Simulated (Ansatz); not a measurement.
## Two states of Na$_{5}$NiSO$_{2}$

```yaml
crystal:
  lattice:
    - [4.58782, 0.00000, 0.00000]
    - [0.00000, 4.58782, 0.00000]
    - [0.00000, 0.00000, 8.15193]
  atoms:
    - { symbol: O, position: [0.00000, 0.00000, 0.21910] }
    - { symbol: O, position: [0.00000, 0.00000, 0.78090] }
    - { symbol: Na, position: [0.00000, 0.50000, 0.25750] }
    - { symbol: Na, position: [0.50000, 0.00000, 0.25750] }
    - { symbol: Na, position: [0.00000, 0.50000, 0.74250] }
    - { symbol: Na, position: [0.50000, 0.00000, 0.74250] }
    - { symbol: S, position: [0.50000, 0.50000, 0.50000] }
    - { symbol: Na, position: [0.00000, 0.00000, 0.50000] }
    - { symbol: Ni, position: [0.00000, 0.00000, 0.00000] }
```

Single point in Ansatz 0.2.0 with r2SCAN, with U_eff = 5.89 eV on Ni d, V = 0.43 eV between Ni d and O p within 2.143 Å (all-electron-ortho-atomic projectors). Cutoff 500 eV, PAW datasets, 5×5×3 Γ-centred k mesh, methfessel-paxton filling (width 0.0225 eV).

State A: no moments (no spin polarisation). State B: Ni9 up (collinear spin).

Compare the two self-consistent states.

State B is lower by 186.3 meV an atom at zero smearing.

```csv
state,free energy (meV/atom),largest moment in a small sphere (μB),net moment (μB/cell),gap on mesh (eV),pressure (GPa),largest force (eV/Å)
A,186.3,0.00,0.00,metal,-0.6,0.59
B,0.0,0.93,1.00,2.06,-1.0,0.38
```

Origin: a database entry at a rescaled volume. Caveats: gaps of Fe, Co and Ni magnets come out low on these datasets; odd electron count without spin polarisation, so a magnetic state may lie lower.
